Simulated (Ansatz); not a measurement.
**Mo: 20 steps of 3.0 fs from 300 K**

Method: DFT, PBE, all-electron LAPW, scalar-relativistic (Ansatz 0.2.0).

Command: `ansatz run input.yaml --threads 2 --pin off --max-ram 4096MiB --backend cpu --events-out ev --progress --plain --runs-dir out` The run took 39 min on 2 threads of Arm Neoverse V1, with other jobs on the host, peak memory 0.91 GiB.

```yaml
crystal:
  lattice:
    - [-3.14683, 3.14683, 3.14683]
    - [3.14683, -3.14683, 3.14683]
    - [1.573415, 1.573415, -1.573415]
  atoms:
    - { symbol: Mo, position: [0.0, 0.0, 0.0] }
    - { symbol: Mo, position: [0.0, 0.5, 0.0] }
    - { symbol: Mo, position: [0.5, 0.0, 0.0] }
    - { symbol: Mo, position: [0.5, 0.5, 0.0] }
kpoints:
  mp_grid: { grid: [4, 4, 8] }
scf:
  occupations: { method: fermi_dirac, width: 0.08 }
hamiltonian:
  xc: pbe
  pseudopotentials: { kind: all_electron, lapw: { basis_error: 0.001 } }
output:
  forces: true
  stress: true
md:
  timestep: 3.0
  n_steps: 20
  ensemble: nvt_langevin
  temperature: 300
  initial_velocities: maxwell_boltzmann
  seed: 892873
```

The cell comes from COD entry 4001308, which wasn't checked; take it as a given geometry.

Each frame lists Cartesian positions (Å) and forces (eV/Å). Free energies count from the first step, -440711.3252 eV.

Step 0 (t = 0.0 fs): E = 0.0 meV, T = 225 K

```
Mo    0.0000    0.0000    0.0000     0.000   0.000   0.000
Mo    1.5734   -1.5734    1.5734     0.000   0.000   0.000
Mo   -1.5734    1.5734    1.5734     0.000   0.000   0.000
Mo    0.0000    0.0000    3.1468     0.000   0.000   0.000
```

Step 1 (t = 3.0 fs): E = +0.9 meV, T = 246 K

```
Mo   -0.0012    0.0092    0.0024     0.012  -0.076  -0.024
Mo    1.5740   -1.5768    1.5689    -0.008  -0.016   0.041
Mo   -1.5767    1.5748    1.5762     0.055   0.036  -0.031
Mo    0.0048   -0.0071    3.1476    -0.059   0.057   0.014
```

Step 2 (t = 6.0 fs):

```
Mo   -0.0024    0.0194    0.0050
Mo    1.5740   -1.5801    1.5655
Mo   -1.5793    1.5761    1.5808
Mo    0.0100   -0.0137    3.1493
```

Step 3 (t = 9.0 fs): E = +8.4 meV, T = 255 K

```
Mo   -0.0038    0.0303    0.0084     0.028  -0.258  -0.063
Mo    1.5732   -1.5834    1.5626    -0.010  -0.027   0.134
Mo   -1.5824    1.5770    1.5858     0.142   0.130  -0.111
Mo    0.0141   -0.0195    3.1513    -0.160   0.155   0.040
```

Step 4 (t = 12.0 fs): E = +15.1 meV, T = 240 K

```
Mo   -0.0044    0.0408    0.0122     0.015  -0.364  -0.105
Mo    1.5716   -1.5870    1.5593     0.005  -0.026   0.189
Mo   -1.5861    1.5766    1.5909     0.166   0.192  -0.159
Mo    0.0164   -0.0250    3.1524    -0.186   0.198   0.075
```

Step 5 (t = 15.0 fs): E = +23.8 meV, T = 272 K

```
Mo   -0.0041    0.0511    0.0146    -0.004  -0.473  -0.134
Mo    1.5697   -1.5913    1.5579     0.024  -0.027   0.225
Mo   -1.5902    1.5755    1.5965     0.204   0.252  -0.197
Mo    0.0192   -0.0315    3.1530    -0.224   0.248   0.105
```

Step 6 (t = 18.0 fs): E = +34.7 meV, T = 251 K

```
Mo   -0.0040    0.0615    0.0156    -0.012  -0.593  -0.155
Mo    1.5682   -1.5966    1.5574     0.034  -0.023   0.236
Mo   -1.5945    1.5743    1.6008     0.254   0.311  -0.212
Mo    0.0231   -0.0385    3.1525    -0.277   0.305   0.132
```

Step 7 (t = 21.0 fs): E = +48.6 meV, T = 319 K

```
Mo   -0.0037    0.0726    0.0172    -0.025  -0.722  -0.190
Mo    1.5663   -1.6024    1.5563     0.048  -0.009   0.248
Mo   -1.5995    1.5733    1.6045     0.307   0.368  -0.228
Mo    0.0267   -0.0453    3.1512    -0.329   0.363   0.170
```

Step 8 (t = 24.0 fs): E = +64.8 meV, T = 254 K

```
Mo   -0.0036    0.0838    0.0194    -0.039  -0.854  -0.244
Mo    1.5650   -1.6077    1.5549     0.054   0.010   0.262
Mo   -1.6055    1.5733    1.6081     0.352   0.419  -0.247
Mo    0.0286   -0.0513    3.1483    -0.367   0.425   0.229
```

Step 9 (t = 27.0 fs): E = +80.7 meV, T = 169 K

```
Mo   -0.0030    0.0928    0.0208    -0.051  -0.964  -0.295
Mo    1.5653   -1.6116    1.5524     0.048   0.028   0.283
Mo   -1.6120    1.5730    1.6110     0.396   0.458  -0.272
Mo    0.0291   -0.0560    3.1446    -0.394   0.478   0.284
```

Step 10 (t = 30.0 fs): E = +94.5 meV, T = 104 K

```
Mo   -0.0026    0.0990    0.0218    -0.055  -1.052  -0.322
Mo    1.5657   -1.6154    1.5489     0.036   0.052   0.312
Mo   -1.6179    1.5710    1.6128     0.432   0.496  -0.297
Mo    0.0289   -0.0594    3.1432    -0.413   0.504   0.308
```

Step 11 (t = 33.0 fs): E = +106.5 meV, T = 125 K

```
Mo   -0.0033    0.1031    0.0230    -0.055  -1.127  -0.347
Mo    1.5653   -1.6196    1.5443     0.024   0.083   0.355
Mo   -1.6228    1.5678    1.6140     0.446   0.534  -0.331
Mo    0.0276   -0.0624    3.1428    -0.414   0.510   0.323
```

Step 12 (t = 36.0 fs): E = +117.4 meV, T = 137 K

```
Mo   -0.0051    0.1059    0.0250    -0.056  -1.186  -0.383
Mo    1.5643   -1.6232    1.5374     0.015   0.112   0.420
Mo   -1.6269    1.5649    1.6145     0.439   0.562  -0.377
Mo    0.0249   -0.0652    3.1424    -0.398   0.512   0.340
```

Step 13 (t = 39.0 fs): E = +125.6 meV, T = 107 K

```
Mo   -0.0078    0.1070    0.0277    -0.054  -1.224  -0.426
Mo    1.5630   -1.6260    1.5301     0.006   0.134   0.485
Mo   -1.6300    1.5626    1.6136     0.419   0.580  -0.418
Mo    0.0213   -0.0675    3.1420    -0.371   0.510   0.359
```

Step 14 (t = 42.0 fs): E = +131.1 meV, T = 125 K

```
Mo   -0.0092    0.1065    0.0306    -0.070  -1.237  -0.472
Mo    1.5616   -1.6283    1.5229     0.011   0.151   0.552
Mo   -1.6330    1.5610    1.6121     0.398   0.582  -0.459
Mo    0.0170   -0.0690    3.1416    -0.338   0.503   0.378
```

Step 15 (t = 45.0 fs): E = +133.8 meV, T = 180 K

```
Mo   -0.0097    0.1040    0.0338    -0.099  -1.215  -0.522
Mo    1.5607   -1.6304    1.5145     0.023   0.171   0.630
Mo   -1.6362    1.5610    1.6094     0.377   0.556  -0.503
Mo    0.0118   -0.0696    3.1409    -0.300   0.488   0.396
```

Step 16 (t = 48.0 fs): E = +134.8 meV, T = 196 K

```
Mo   -0.0111    0.0995    0.0377    -0.126  -1.174  -0.582
Mo    1.5592   -1.6334    1.5059     0.037   0.198   0.710
Mo   -1.6385    1.5615    1.6056     0.346   0.512  -0.546
Mo    0.0065   -0.0702    3.1396    -0.258   0.463   0.419
```

Step 17 (t = 51.0 fs): E = +134.5 meV, T = 227 K

```
Mo   -0.0129    0.0940    0.0415    -0.152  -1.123  -0.638
Mo    1.5567   -1.6365    1.4970     0.059   0.225   0.790
Mo   -1.6390    1.5620    1.6008     0.301   0.463  -0.583
Mo    0.0013   -0.0710    3.1390    -0.209   0.435   0.431
```

Step 18 (t = 54.0 fs): E = +133.2 meV, T = 203 K

```
Mo   -0.0145    0.0878    0.0449    -0.183  -1.054  -0.686
Mo    1.5533   -1.6390    1.4882     0.096   0.244   0.869
Mo   -1.6383    1.5633    1.5951     0.261   0.399  -0.610
Mo   -0.0023   -0.0717    3.1393    -0.173   0.412   0.427
```

Step 19 (t = 57.0 fs): E = +132.1 meV, T = 153 K

```
Mo   -0.0162    0.0817    0.0479    -0.216  -0.982  -0.728
Mo    1.5490   -1.6409    1.4806     0.141   0.262   0.943
Mo   -1.6365    1.5646    1.5902     0.216   0.339  -0.640
Mo   -0.0050   -0.0713    3.1394    -0.142   0.380   0.425
```

Step 20 (t = 60.0 fs): E = +128.5 meV, T = 183 K

```
Mo   -0.0186    0.0756    0.0493    -0.236  -0.909  -0.755
Mo    1.5447   -1.6417    1.4748     0.178   0.285   1.005
Mo   -1.6331    1.5658    1.5860     0.141   0.294  -0.670
Mo   -0.0093   -0.0693    3.1393    -0.083   0.330   0.420
```

Give the energy and forces of step 2.

E = +3.7 meV, T = 269 K
```
Mo   -0.0024    0.0194    0.0050     0.022  -0.162  -0.040
Mo    1.5740   -1.5801    1.5655    -0.010  -0.025   0.088
Mo   -1.5793    1.5761    1.5808     0.102   0.078  -0.072
Mo    0.0100   -0.0137    3.1493    -0.114   0.109   0.024
```

What is the mean temperature over the last 11 frames?

158 K; so short a run of so small a cell isn't equilibrated.
